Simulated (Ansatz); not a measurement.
**Moments of WS against volume**

These are results of DFT PBE, scalar-relativistic, plane waves, PAW (Ansatz 0.2.0), not measurements.

```
CELL_PARAMETERS angstrom
0.00000 2.52642 2.52642
2.52642 0.00000 2.52642
2.52642 2.52642 0.00000
ATOMIC_POSITIONS crystal
W 0.00000 0.00000 0.00000
S 0.50000 0.50000 0.50000
```

| Property | Result |
| --- | --- |
| plane-wave cutoff | 420 eV |
| Γ-centred k-mesh | 14×14×14 |
| occupation rule | Gaussian smearing, 0.1 eV |
| list of starting moments (μB, in atom order) | 2.5 0 |
| check for lower electronic states after the SCF | off |

The cell is scaled evenly at fixed fractional positions, V₀ being the volume of the cell shown; start: large parallel starting moments. The states are those that the runs reached from these starts; a lower one can exist. Energies are extrapolated to zero smearing.

Site moments are spin moments in atom-centred spheres that scale with the neighbour distance.

| V/V₀ | E above lowest (meV/atom) | P (GPa) | cell moment (μB) | site moments (μB) |
| --- | --- | --- | --- | --- |
| 1.000 | 0.0 | -9.8 | 0.00 | none over 0.05 |
| 1.057 | 77.0 | -16.7 | 0.00 | none over 0.05 |
| 1.132 | 229.4 | -21.2 | 1.03 | W +0.73 |
| 1.226 | 427.4 | -20.5 | 2.29 | W +1.64 |

Cost: 4 runs of about 1.5 core-minutes in all, on Intel Xeon Processor @ 2.50GHz (Skylake/Cascade Lake) (shared hosts).